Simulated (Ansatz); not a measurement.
**Notes on Ni3Pb2S2**

```
Pb Ni S
1.0
     2.50482   -1.81921   -4.35290
    -0.15701    3.37872   -4.35722
     2.84083    1.83190    4.55417
Pb Ni S
2 3 2
Direct
  0.02901 0.99806 0.03822
  0.50490 0.46780 0.52521
  0.48735 0.93836 0.43525
  0.95713 0.52316 0.44448
  0.99540 0.00894 0.51551
  0.30767 0.27021 0.80981
  0.68739 0.71683 0.11848
```

Level: r2SCAN, collinear spin; 500 eV; 4×4×4 (shifted by 0.5, 0, 0.5 steps) mesh; fermi-dirac occupations (width 0.1 eV); Ansatz 0.2.0, fixed geometry.

The state carries no moments; the state need not be the lowest.

(1) Metal or insulator?

(2) What does the stress say?

(3) Which atom feels the largest force, and which way?

(4) Is it stable against the elements?

Origin: a strained cell with displaced atoms, so it need not be a known compound. Caveats: the k mesh is coarse if the cell is a metal; atoms or cell far from equilibrium.

Answers

(1) It is a metal, with about 2.9 states/eV a cell as the mean within 0.25 eV of the Fermi level, mostly Ni d (64 %) and S p (18 %).

(2) The pressure is 2.5 GPa (compression positive), so with the atoms held at these fractions the cell would first expand; the forces are large, so a full relaxation may end otherwise. The principal stresses -3.6, 1.4, 9.9 GPa differ, so its shape would change too.

(3) The largest is on Pb1: 3.20 eV/Å, components (-3.19, 0.05, -0.27). It makes 173° with the line to a nearest neighbour, Ni3 at 2.31 Å, pointing away from it.

(4) -0.16 eV an atom against the elements' usual phases (free molecules for gases, crystals otherwise, with no correction for O₂ or N₂), so it is bound against them; other compounds may still compete. Relaxing would lower it.
